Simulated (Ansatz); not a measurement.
The relaxed structure here is a generated cell of TiAl: the first start was made by placing the elements on the sites of a structure type, and the end was not matched to a known phase here, so it may be hypothetical. Known forms of TiAl include space group No. 123.

One starting cell of TiAl (a generated cell, TiAl placed in the AFLOW prototype AB_hR6_160_3a_3a (as in SiC)) was relaxed twice with Ansatz (plane waves, PAW, scalar-relativistic): with r2SCAN at 500 eV and with PBE at 420 eV. The r2SCAN result:

Space group R3m, hexagonal axes (No. 160); a = 4.362 Å, b = 4.362 Å, c = 19.974 Å, α = 90.00°, β = 90.00°, γ = 120.00°

```csv
atom,site,symmetry,x,y,z
Al,3a,3m,0.0000,0.0000,0.0273
Al,3a,3m,0.0000,0.0000,0.7526
Al,3a,3m,0.0000,0.0000,0.3036
Ti,3a,3m,0.0000,0.0000,0.8924
Ti,3a,3m,0.0000,0.0000,0.6062
Ti,3a,3m,0.0000,0.0000,0.1678
```
(The calculation used a cell of 6 atoms; values per cell refer to that cell.)

```csv
quantity,r2SCAN,PBE
space group,R3m,R3m
volume (Å³/atom),18.29,___
a (Å),4.362,___
c (Å),19.974,___
"gap (eV, no spin-orbit coupling)",0.00,___
```

Task: What does PBE give for the same quantities?

Result: 
- volume (Å³/atom), PBE: 18.46
- a (Å), PBE: 4.379
- c (Å), PBE: 20.012
- gap (eV, no spin-orbit coupling), PBE: 0.00

Both levels end in the same structure; PBE's volume is 1.0 % larger. Neither column is exact.

No spin polarisation in the result. A magnetic state may lie lower.

The run could not lose the symmetry of its start, so the end can be a saddle point.

Ansatz is a first-principles code.
